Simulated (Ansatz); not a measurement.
The start is a generated trial cell of Ta in the AFLOW prototype A_oF8_70_a. The structure is fully relaxed (lattice and positions, P = 0) with PBE (plane waves to 420 eV, PAW, scalar-relativistic; Ansatz, a first-principles code). The first steps use a coarse 13×13×13 k-mesh.

The start:
```yaml
crystal:
  lattice:
    - [0.00000, 2.65878, 4.68405]
    - [1.45596, 0.00000, 4.68405]
    - [1.45596, 2.65878, 0.00000]
  atoms:
    - { symbol: Ta, position: [0.25000, 0.25000, 0.25000] }
    - { symbol: Ta, position: [0.00000, 0.00000, 0.00000] }
```

**Question.** By how much does the energy per atom fall from start to end?

**Answer.** 0.05 eV/atom.

**Question.** How does the volume per atom move from start to end?

**Answer.** +2.9 %, from 18.13 to 18.66 Å³/atom.

**Question.** How do the shortest distances between atoms change?

**Answer.** The closest pairs of elements (up to four, under 3.6 Å), start → end: Ta–Ta 2.79 → 2.88 Å.

**Question.** Is the relaxed structure metallic? Give its gap.

**Answer.** Zero (metallic).

**Question.** Write out the relaxed structure.

**Answer.** 
Space group Fddd, origin choice 1 (No. 70); a = 2.885 Å, b = 5.198 Å, c = 9.957 Å, α = β = γ = 90.00°

```tsv
atom	site	symmetry	x	y	z
Ta	8a	222	0.0000	0.0000	0.0000
```
(The calculation used a cell of 2 atoms; values per cell refer to that cell.)

The space group stays Fddd (No. 70) (the run could not lower it); the end is AFLOW prototype A_oF8_70_a, with 2 atoms in the primitive cell. Final values are on a 19×19×19 k-mesh of the relaxed cell. No spin polarisation in the result.

The run could not lose the symmetry of its start; a randomly shaken copy of 4 atoms returns to this structure.

All atoms sit on sites fixed by symmetry, so only the cell could relax.

The relaxed structure here is a generated cell of Ta: the first start was made by placing the elements on the sites of a structure type, and the end was not matched to a known phase here, so it may be hypothetical. Known forms of Ta include space group No. 229.
